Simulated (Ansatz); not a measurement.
The start is a randomly generated symmetric cell of In2Ag (space group No. 224). A full variable-cell relaxation at zero pressure is run with PBE (plane waves to 420 eV, PAW, scalar-relativistic; Ansatz, an electronic-structure program). First-step values are on the input's coarse k-mesh.

Ansatz input (later rounds restart from its end on a renewed k-mesh):
Ansatz 0.2 input:
```yaml
crystal:
  lattice:
    - [5.41522, 0, 0]
    - [0, 5.41522, 0]
    - [0, 0, 5.41522]
  atoms:
    - { symbol: Ag, position: [0, 0, 0] }
    - { symbol: Ag, position: [0.5, 0.5, 0.5] }
    - { symbol: In, position: [0.25, 0.25, 0.25] }
    - { symbol: In, position: [0.75, 0.75, 0.25] }
    - { symbol: In, position: [0.75, 0.25, 0.75] }
    - { symbol: In, position: [0.25, 0.75, 0.75] }
basis: { ecutwfc: 420, ecutrho_ratio: 4, xc_grid: 2, fft_grid_basis: typed }
kpoints: { mp_grid: { grid: [6, 6, 6] } }
hamiltonian:
  xc: pbe
  dispersion: none
  pseudopotentials: { kind: paw }
scf: { occupations: { method: fermi_dirac, width: 0.05 } }
relax: { f_tol: 0.01, max_steps: 100, cell: { stress_tol: 0.02 } }
output: { forces: true, stress: true }
```

Task: How does the volume per atom move from start to end?

Result: +44.8 %, from 26.47 to 38.32 Å³/atom.

Task: What band gap does the relaxed structure have at this level?

Result: No gap (metallic).

The space group stays Pn-3m (No. 224) (the run could not lower it); the end is AFLOW prototype A2B_cP6_224_b_a (C3, as in Cu2O), with 6 atoms in the primitive cell. Final values are on a 8×8×8 k-mesh of the relaxed cell. No spin polarisation in the result. A magnetic state may lie lower.

The run could not lose the symmetry of its start: the end is stationary, and may be a saddle point rather than a minimum.

All atoms sit on sites fixed by symmetry, so only the cell could relax.

The relaxed structure here is a generated cell of In2Ag: the first start was made by a random draw of sites in a space group, and the end was not matched to a known phase here, so it may be hypothetical.
